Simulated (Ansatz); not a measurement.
All numbers below come from DFT PBE, scalar-relativistic, plane waves, PAW (Ansatz 0.2.0). Settings: cutoff 420 eV, Γ-centred meshes spaced at most about 0.3 Å⁻¹, and about 0.25 Å⁻¹ or finer for metals (2π included), Gaussian smearing. No spin polarisation in the final relaxations.

Temperature and zero-point effects are left out.

Two relaxed structures of SrTa2O2:

A.

Space group P6/mmm (No. 191). a = 5.041 Å, b = 5.041 Å, c = 3.971 Å, α = 90.00°, β = 90.00°, γ = 120.00°
```csv
atom,site,symmetry,x,y,z
Sr,1b,6/mmm,0.0000,0.0000,0.5000
Ta,2c,-6m2,0.3333,0.6667,0.0000
O,2d,-6m2,0.3333,0.6667,0.5000
```

B.

Space group I4/mmm (No. 139). a = 3.719 Å, b = 3.719 Å, c = 12.094 Å, α = 90.00°, β = 90.00°, γ = 90.00°
| atom | site | symmetry | x | y | z |
| --- | --- | --- | --- | --- | --- |
| Sr | 2a | 4/mmm | 0.0000 | 0.0000 | 0.0000 |
| Ta | 4d | -4m2 | 0.5000 | 0.0000 | 0.2500 |
| O | 4e | 4mm | 0.5000 | 0.5000 | 0.1299 |

Question: Which form is favoured at zero pressure, and by what margin per atom?

Answer: A is lower, by 0.52 eV/atom. A has space group P6/mmm (No. 191), 17.5 Å³/atom and no gap on its mesh; B has space group I4/mmm (No. 139), 16.7 Å³/atom and no gap. Counting O atoms around Sr and Ta (those within 1.25 times the shortest such distance or 1.15 times the sum of covalent radii), A has Sr 6, Ta 2 and B has Sr 8, Ta 4. The lower one is the more open, so pressure narrows the difference. In A, Sr is surrounded by 6 O at 2.91 Å and 12 Ta at 3.52 Å; Ta has 2 O at 1.99 Å, 3 Ta at 2.91 Å, 6 O at 3.52 Å and 6 Sr at 3.52 Å; O has 2 Ta at 1.99 Å, 3 O at 2.91 Å and 3 Sr at 2.91 Å. In B, around Sr lie 8 O at 3.06 Å and 8 Ta at 3.55 Å; Ta has 4 O at 2.36 Å, 4 Ta at 2.63 Å and 4 Sr at 3.55 Å; O is surrounded by 4 Ta at 2.36 Å and 4 Sr at 3.06 Å. Both come from invented guesses.

These runs have no spin–orbit coupling, which can matter for Ta. Cells relaxed within their symmetry can be saddle points.
